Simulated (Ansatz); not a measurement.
InCl in space group Cmcm (No. 63; In on 4c, Cl on 4c), plane-wave PAW r²SCAN+D4 (Ansatz code). The conduction-band minimum lies on the Σ0–Γ line, 22 % of the way from Σ0, with 2 equivalent valleys. Second derivatives d²E/dk² of the lowest band at one valley (eV·Å²), along Cartesian directions:

```json
[
 {"direction": "[100]", "d²E/dk²": "23.40"},
 {"direction": "[010]", "d²E/dk²": "15.55"},
 {"direction": "[001]", "d²E/dk²": "17.04"},
 {"direction": "[110]", "d²E/dk²": "19.41"},
 {"direction": "[101]", "d²E/dk²": "20.21"},
 {"direction": "[011]", "d²E/dk²": "16.30"}
]
```

Find the principal effective masses, the density-of-states mass and the conductivity mass.

Off-diagonal terms follow from H_xy = H[110] − (H_xx + H_yy)/2, and m*/mₑ = 7.620 eV·Å² over each eigenvalue: 0.33, 0.45, 0.49. One valley's DOS mass (m₁m₂m₃)^(1/3) = 0.41, conductivity mass 3/(Σ 1/mᵢ) = 0.41 mₑ.

What effective density of states Nc follows at 300 K for parabolic valleys?

Nc = 2.509e19 × 2 × (0.41)^(3/2) ≈ 1.3e19 cm⁻³.

The first step of the workflow began from a Materials Project structure, measured or hypothetical; the Crystallography Open Database copy checked does not list it. COD files the formula under space group No. 198, so this cell is another polymorph or a model. Whether it is the stable phase at ambient conditions was not checked. Symmetry was held in the r²SCAN+D4 relaxation; its stability against distortions is not shown here. Scalar-relativistic: spin–orbit coupling is off unless named, which matters more the heavier the elements.

Potentials: the later of the program's two PAW sets.

Edges and masses are those of Kohn–Sham bands, whose gap is no quasiparticle gap.
